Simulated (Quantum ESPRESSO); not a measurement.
## Kohn-Sham bands of BaGaSnH (P3m1)

```
CELL_PARAMETERS angstrom
      4.60934     0.00000     0.00000
     -2.30467     3.99181     0.00000
      0.00000     0.00000     5.39808
ATOMIC_POSITIONS crystal
  Ba 0.33333 0.66667 0.99985
  Ga 0.00000 0.00000 0.41329
  Sn 0.66667 0.33333 0.54075
  H  0.00000 0.00000 0.08981
```

Cell from Materials Project (mp-1018094), symmetrised, no further relaxation. COD (Crystallography Open Database) has an entry of this formula and space group (matched by these alone). Computed values, not measurements, from PBEsol: Quantum ESPRESSO (norm-conserving PseudoDojo potentials, cutoff 64 Ry, spinors with spin-orbit coupling) on a Γ-centred 6×6×4 mesh, then Wannier90. Density: 12×12×6 mesh, cold smearing 0.01 Ry. With spin-orbit coupling a semilocal functional can close or falsely invert a small gap; the band order was not checked against a better method.

Q: List the Kohn-Sham levels between −8 and 3.0 eV relative to the Fermi level at the high-symmetry points, as a band run of pw.x on that density gives them (levels within 2 meV counted together).

A: 
```csv
point,k (reciprocal lattice),levels (eV)
Γ,0.000 0.000 0.000,"-4.58 (×2), -1.37 (×2), -0.66 (×2), -0.46 (×2), 0.45 (×2), 2.86 (×2)"
M,0.500 0.000 0.000,"-7.31 (×2), -6.50 (×2), -3.18 (×2), -1.30 (×2), -0.79 (×2), 0.48 (×2), 1.48 (×2), 2.58 (×2), 2.81 (×2)"
K,0.333 0.333 0.000,"-6.82, -6.74, -6.72, -6.67, -3.20, -3.09, -2.89, -2.84, -0.88, -0.88, 0.69, 0.72, 2.34, 2.35"
A,0.000 0.000 0.500,"-5.62 (×2), -0.37 (×2), -0.06 (×2), -0.01 (×2), 0.10 (×2), 1.31 (×2), 1.37 (×2), 2.32 (×2), 2.37 (×2), 2.64 (×2)"
L,0.500 0.000 0.500,"-7.62 (×2), -5.99 (×2), -3.63 (×2), -1.75 (×2), -1.22 (×2), 1.38 (×2), 2.89 (×2)"
H,0.333 0.333 0.500,"-6.90, -6.89, -6.86, -6.85, -3.52, -3.46, -2.43, -2.29, -0.95, -0.83, 2.48, 2.50"
```
